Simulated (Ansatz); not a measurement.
## 87Sr nuclear quadrupole resonance in SrCaLaBiO6

Cell: a computed structure from the Materials Project (it need not be an observed phase), its atoms then relaxed with PBE in this cell.

Space group Pc (No. 7); a = 5.9068, b = 6.1288, c = 10.3574 Å, β = 124.69°.

```
site  Wyckoff  site symmetry       x       y       z
  Sr       2a              1  0.7637  0.7964  0.7513
  Ca       2a              1  0.4995  0.7542  0.0011
  La       2a              1  0.2358  0.3071  0.7545
  Bi       2a              1  0.9999  0.2471  0.0006
  O9       2a              1  0.8928  0.9515  0.0658
 O10       2a              1  0.1294  0.4753  0.4318
 O13       2a              1  0.7662  0.4450  0.0522
 O14       2a              1  0.2350  0.9354  0.4403
 O17       2a              1  0.3404  0.6939  0.7376
 O18       2a              1  0.6372  0.2022  0.7648
```

One atom of each set is listed.

The numbers come from a DFT calculation in Ansatz (r2SCAN, plane waves and PAW, scalar-relativistic, 500 eV cutoff, Γ-centred 5×4×3 k-points, Fermi–Dirac smearing 0.02 eV).

87Sr: I = 9/2, Q = 305.0 mb (year-2017 value). Static lattice, zero field.

(1) Predict the zero-field 87Sr lines of each site.

Results:

(1) For I = 9/2 and η = 0 the lines are |C_Q|/24 times 1, 2, 3 and 4; η shifts the lowest up most. At large η the states mix, and weaker lines appear at sums of the main ones; lines under 5 % of the strongest are left out.

```tsv
site	atoms	V_zz (10²¹ V/m²)	C_Q (MHz)	η	line frequencies (MHz)
Sr	2	-6.05	-44.6	0.35	3.24, 3.45, 5.44, 6.69, 7.36
```

The largest force is 0.3 eV/Å, so the atoms aren't at the calculated equilibrium and relaxing them would move these values. Without spin–orbit coupling (the program notes it for Sr) the gradients are little affected as a rule: paired runs on crystals with a gap mostly move them by under 2 % at such atoms.
